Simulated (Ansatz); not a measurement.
Polymorphs of AlGaN$_{2}$, each relaxed with plane-wave PAW LDA (Ansatz code):

A: P3m1
a = b = 3.119 Å, c = 5.053 Å, α = β = 90.00°, γ = 120.00°

```tsv
atom	site	symmetry	x	y	z
Al	1a	3m.	0.0000	0.0000	0.9995
Ga	1c	3m.	0.6667	0.3333	0.4972
N	1c	3m.	0.6667	0.3333	0.1129
N	1a	3m.	0.0000	0.0000	0.6269
```

B: P-4m2
a = 3.115 Å, b = 3.115 Å, c = 4.384 Å, α = 90.00°, β = 90.00°, γ = 90.00°

| atom | site | symmetry | x | y | z |
|---|---|---|---|---|---|
| Al | 1c | -4m2 | 0.5000 | 0.5000 | 0.5000 |
| Ga | 1a | -4m2 | 0.0000 | 0.0000 | 0.0000 |
| N | 2g | 2mm. | 0.0000 | 0.5000 | 0.2600 |

Q: Order them by energy per atom at 0 K (lowest first) at the level LDA.

A: A (+0 meV/atom), B (+8 meV/atom)

Q: Give each one's gap.

A: A 3.09 eV; B 3.05 eV.

Standing as an ambient phase not checked: A; B. Perhaps ordered models of mixed-site phases: A; B. All cells were relaxed under the symmetry of their starts (and spin orders); stability against distortions was not tested throughout. Scalar-relativistic: spin–orbit coupling is off unless named, which matters more the heavier the elements.

Energies hold the estimated change up to a 700 eV cutoff; steps of a few meV lie near the error of the meshes.

Potentials: the later of the program's two PAW sets.
